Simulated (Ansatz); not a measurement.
# Ni (Im-3m): the volume from the results

The reference geometry is a structure from the Materials Project; nothing is relaxed.

Settings: LDA, 17×17×17 k mesh, Fermi–Dirac smearing of 0.05 eV. PAW means Ansatz 0.2.0 on its default frozen-core files. Site moments are integrated in spheres about the atoms.

The input and its command:

```yaml
crystal:
  lattice:
    - [-1.38371547, 1.38371547, 1.38371547]
    - [1.38371547, -1.38371547, 1.38371547]
    - [1.38371547, 1.38371547, -1.38371547]
  atoms:
    - { symbol: Ni, position: [0.0, 0.0, 0.0], spin: 1.5 }
magnetization:
  spin_polarized: true
kpoints:
  mp_grid: { grid: [17, 17, 17] }
scf:
  occupations: { method: fermi_dirac, width: 0.05 }
  lower_state_search: "off"
hamiltonian:
  xc: lda
  pseudopotentials: { kind: paw }
output:
  forces: true
  stress: true
  eigenvalues: true
  populations: true
```

Command: `ansatz run input.yaml --threads 1 --pin off --max-ram 3072MiB --backend cpu --events-out ev --progress --plain --runs-dir out`

The cell is scaled evenly, and every run starts from the same moments. Some of the runs:

```json
{"V/V₀": "0.7", "cell moment (μB)": "0.00", "largest site moment (μB)": "0.00", "F − F(V₀) (meV/atom)": "951", "pressure (GPa)": "157.9"}
{"V/V₀": "0.94", "cell moment (μB)": "0.00", "largest site moment (μB)": "0.00", "F − F(V₀) (meV/atom)": "-18", "pressure (GPa)": "2.1"}
{"V/V₀": "1.06", "cell moment (μB)": "0.54", "largest site moment (μB)": "0.56", "F − F(V₀) (meV/atom)": "62", "pressure (GPa)": "-20.2"}
```

Another run of the series gave cell moment (μB) = 0.00, largest site moment (μB) = 0.00, F − F(V₀) (meV/atom) = 28, pressure (GPa) = 22.4. At which V/V₀ was it made?
A. 0.88
B. 1.2
C. 0.82
D. 1.12
E. 0.76

A. V/V₀ = 0.88.

Another run of the series gave cell moment (μB) = 0.58, largest site moment (μB) = 0.60, F − F(V₀) (meV/atom) = 157, pressure (GPa) = -26.8. At which V/V₀ was it made?
A. 0.76
B. 1.12
C. 1.2
D. 0.82
E. 0.88

B. V/V₀ = 1.12.

The whole series:

```json
{"V/V₀": "0.7", "cell moment (μB)": "0.00", "largest site moment (μB)": "0.00", "F − F(V₀) (meV/atom)": "951", "pressure (GPa)": "157.9"}
{"V/V₀": "0.76", "cell moment (μB)": "0.00", "largest site moment (μB)": "0.00", "F − F(V₀) (meV/atom)": "457", "pressure (GPa)": "94.8"}
{"V/V₀": "0.82", "cell moment (μB)": "0.00", "largest site moment (μB)": "0.00", "F − F(V₀) (meV/atom)": "172", "pressure (GPa)": "51.9"}
{"V/V₀": "0.88", "cell moment (μB)": "0.00", "largest site moment (μB)": "0.00", "F − F(V₀) (meV/atom)": "28", "pressure (GPa)": "22.4"}
{"V/V₀": "0.94", "cell moment (μB)": "0.00", "largest site moment (μB)": "0.00", "F − F(V₀) (meV/atom)": "-18", "pressure (GPa)": "2.1"}
{"V/V₀": "1", "cell moment (μB)": "0.47", "largest site moment (μB)": "0.49", "F − F(V₀) (meV/atom)": "0", "pressure (GPa)": "-10.7"}
{"V/V₀": "1.06", "cell moment (μB)": "0.54", "largest site moment (μB)": "0.56", "F − F(V₀) (meV/atom)": "62", "pressure (GPa)": "-20.2"}
{"V/V₀": "1.12", "cell moment (μB)": "0.58", "largest site moment (μB)": "0.60", "F − F(V₀) (meV/atom)": "157", "pressure (GPa)": "-26.8"}
{"V/V₀": "1.2", "cell moment (μB)": "0.62", "largest site moment (μB)": "0.65", "F − F(V₀) (meV/atom)": "314", "pressure (GPa)": "-32.3"}
```

The PAW files were made with PBE; the program remakes their cores once for the run's functional and then keeps them frozen. Under strong compression frozen cores are worth checking against an all-electron run. The Ansatz runs typed with the search for lower states off end where their start leads. The magnetic state is the one that this cell and start allow. It needn't be the compound's measured order, which may need a larger cell or be absent.
